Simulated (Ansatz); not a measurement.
# Compressing LiZn: a fit and a missing row

LiZn, Fd-3m, a = 6.055 Å. The structure is a COD entry; whether it is the stable form wasn't checked. Ansatz: PBEsol, PAW, 420 eV, Γ-centred 12×12×12 mesh on 4 atoms, Gaussian smearing 0.10 eV; no spin polarisation. Symmetry fixes shape and atoms, so the cell is only scaled; pressure is positive in compression.

| V (Å³/atom) | P (GPa) |
| --- | --- |
| 12.207 | ? |
| 12.624 | 5.57 |
| 13.040 | 3.40 |
| 13.456 | 1.56 |
| 13.872 | 0.00 |
| 14.288 | -1.33 |
| 14.704 | -2.45 |
| 15.259 | -3.68 |

Q: Take V0 = 13.872 Å³/atom, fit the third-order Birch–Murnaghan form to the other rows, and predict the missing pressure.

A: With the Eulerian strain f = ½[(V0/V)^(2/3) − 1] and y = P/[3f(1 + 2f)^(5/2)], the form is the line y = B0 + 1.5 B0 (B0′ − 4) f. Rows (f, y): 0.03243, 48.9; 0.02105, 48.6; 0.01025, 48.2; -0.00975, 47.8; -0.01904, 47.3; -0.03078, 46.7. Means f = 0.0006933, y = 47.917; Σ(Δf)² = 0.003002, ΣΔfΔy = 0.09951; the slope is their ratio. y = 47.89 + 33.15 f GPa, so B0 = 47.9 GPa and B0′ = 4 + 2 × (33.15)/(3 × 47.89) = 4.46. At V = 12.207, f = 0.04449, y = 49.36 and P = 8.15 GPa. The run gave 8.13 GPa, so the fit is 0.02 GPa too high, a small miss on the scale of the series.

Cost: 8 runs of about 0.77 core-minutes in all, on Arm Neoverse V1 (shared hosts).